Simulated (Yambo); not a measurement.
Yambo run on TiCdO₃ (space group R-3, No. 148). The wavefunctions are norm-conserving PBEsol (Quantum ESPRESSO, 102 Ry, scalar-relativistic) ones on a 2×2×2 mesh (50 occupied bands); a = b = c = 5.8231 Å, α = β = γ = 53.70°.

Yambo input:

```
rim_cut
gw0
dyson
el_el_corr
HF_and_locXC
ppa
em1d
RandQpts= 1000000
RandGvec= 1 Ry
EXXRLvcs= 102 Ry
VXCRLvcs= 408 Ry
Chimod= "HARTREE"
% BndsRnXp
 11 | 200 |
%
NGsBlkXp= 7 Ry
% LongDrXp
 1.0 | 1.0 | 1.0 |
%
PPAPntXp= 27.2114 eV
% GbndRnge
 1 | 95 |
%
GTermKind= "BG"
DysSolver= "n"
ExtendOut
% QPkrange
 1 | 1 | 50 | 51 |
 3 | 3 | 50 | 50 |
%
```

k points by index: 1 = Γ, 3 = F.

The o-*.qp file then holds:

```
#    K-point    Band    Eo [eV]    E [eV]    E-Eo [eV]    Vxc [eV]    Vnlxc [eV]    Sc|Eo [eV]    Sc|E [eV]    dSc/dw|Eo [eV]    Re(Z)    Im(Z)
#
    1    50    -0.009137    -0.359902    -0.350765    -20.79345    -25.73600    4.494122    4.591793    -7.573985    0.782262    -0.001503
    1    51    3.060939    4.156104    1.095165    -16.59668    -10.87581    -4.369973    -4.625713    -6.353628    0.810705    -0.001254
    3    50    0.000000    -0.332997    -0.332997    -20.55557    -25.45771    4.475665    4.569143    -7.635344    0.780885    -0.001555
```
(The two width columns are left out.) Convergence of these settings isn't established.

Spin-orbit coupling is not included.

Geometry of the Materials Project entry, not relaxed at this level.
